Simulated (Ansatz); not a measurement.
A geometry of Te2Mo away from equilibrium: the start of the relaxation of a relaxed Te2Mo cell stretched uniformly to 130 % of its volume. Calculation: r2SCAN (plane waves to 500 eV, PAW, scalar-relativistic; Ansatz, a quantum-chemistry and plane-wave program). Γ-centred k-mesh 7×7×2 on the run's cell (coarser than for final values), Fermi–Dirac smearing 0.05 eV.

```xyz
6
Lattice="3.8894 0.0000 0.0000 -1.9447 3.3683 0.0000 0.0000 0.0000 16.0823" Properties=species:S:1:pos:R:3 pbc="T T T"
Mo     0.0000     2.2455    12.0617
Mo     1.9447     1.1228     4.0206
Te     0.0000     2.2455     2.0677
Te     1.9447     1.1228    10.1088
Te     1.9447     1.1228    14.0146
Te     0.0000     2.2455     5.9735
```

Which atoms carry the largest force, and which way does it point?

2.45 eV/Å, on Te3, Te4, Te5, Te6 (atoms numbered as listed); on Te5 its components are (0.00, 0.00, -2.45).

What is the pressure?

-13.2 GPa, compression positive.

How far above the relaxed end point is this geometry?

0.43 eV/atom; the path ends in P6₃/mmc (No. 194) (AFLOW prototype AB2_hP6_194_c_f (C7, as in MoS2)).

No spin polarisation in the result. Without a van der Waals term the distances between weakly bound units are poorly fixed.

The run could not lose the symmetry of its start.

Without dispersion the volume is uncertain too.
